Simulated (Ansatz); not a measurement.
Data:

CdAsPt5:
```cif
data_AsCdPt5
_chemical_formula_sum 'Cd1 As1 Pt5'
_space_group_name_H-M_alt 'P4/mmm'
_space_group_IT_number 123
_space_group_name_Hall '-P 4 2'
_cell_length_a 3.98106
_cell_length_b 3.98106
_cell_length_c 7.22733
_cell_angle_alpha 90.000
_cell_angle_beta 90.000
_cell_angle_gamma 90.000
loop_
_atom_site_label
_atom_site_type_symbol
_atom_site_symmetry_multiplicity
_atom_site_Wyckoff_symbol
_atom_site_fract_x
_atom_site_fract_y
_atom_site_fract_z
_atom_site_occupancy
Cd1 Cd 1 c 0.50000 0.50000 0.00000 1
As1 As 1 b 0.00000 0.00000 0.50000 1
Pt1 Pt 4 i 0.00000 0.50000 0.28647 1
Pt2 Pt 1 a 0.00000 0.00000 0.00000 1
```

This is the r²SCAN-relaxed structure.

Task: All from r²SCAN in the plane-wave PAW code Ansatz, unless another level is named. Predict the electronic character.

Result: metallic (no gap).

Task: Next, the density of states at the Fermi level?

Result: 0.42 states/eV per atom (mean over ±0.08 eV).

The first step of the workflow began from a Materials Project structure, measured or hypothetical; the Crystallography Open Database copy checked does not list it. Whether it is the stable phase at ambient conditions was not checked. The r²SCAN relaxation kept the symmetry of its start; its stability against distortions is not shown here. The run is not spin-polarised. Spin–orbit coupling is left out wherever it is not named.

Potentials: the later of the program's two PAW sets.
